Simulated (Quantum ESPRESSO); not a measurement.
Kohn-Sham bands of SiRu (CsCl type)

```
CELL_PARAMETERS angstrom
      2.91612     0.00000     0.00000
      0.00000     2.91612     0.00000
      0.00000     0.00000     2.91612
ATOMIC_POSITIONS crystal
  Si 0.50000 0.50000 0.50000
  Ru 0.00000 0.00000 0.00000
```

Materials Project entry mp-381; symmetrised, unrelaxed at this level. Not found in the COD (Crystallography Open Database) copy used; not checked further. Computed values, not measurements, from PBEsol: Quantum ESPRESSO (norm-conserving PseudoDojo potentials, cutoff 68 Ry, no spin polarisation, no spin-orbit coupling) on a Γ-centred 10×10×10 mesh, then Wannier90. Density: 10×10×10 mesh, cold smearing 0.01 Ry.

Q: List the Kohn-Sham levels between −8 and 3.0 eV relative to the Fermi level at the high-symmetry points, as a band run of pw.x on that density gives them (levels within 2 meV counted together).

A: 
```json
[
 {"point": "Γ", "k (reciprocal lattice)": "0.000 0.000 0.000", "levels (eV)": "-5.09 (×2), -0.81 (×3), 2.73 (×3)"},
 {"point": "X", "k (reciprocal lattice)": "0.000 0.500 0.000", "levels (eV)": "-4.11, -3.26 (×2), -0.47, 1.26"},
 {"point": "M", "k (reciprocal lattice)": "0.500 0.500 0.000", "levels (eV)": "-4.50, -4.19 (×2), -2.41 (×2), 0.76"},
 {"point": "R", "k (reciprocal lattice)": "0.500 0.500 0.500", "levels (eV)": "-7.05 (×3), -3.10, 0.87 (×2), 2.85 (×3)"}
]
```
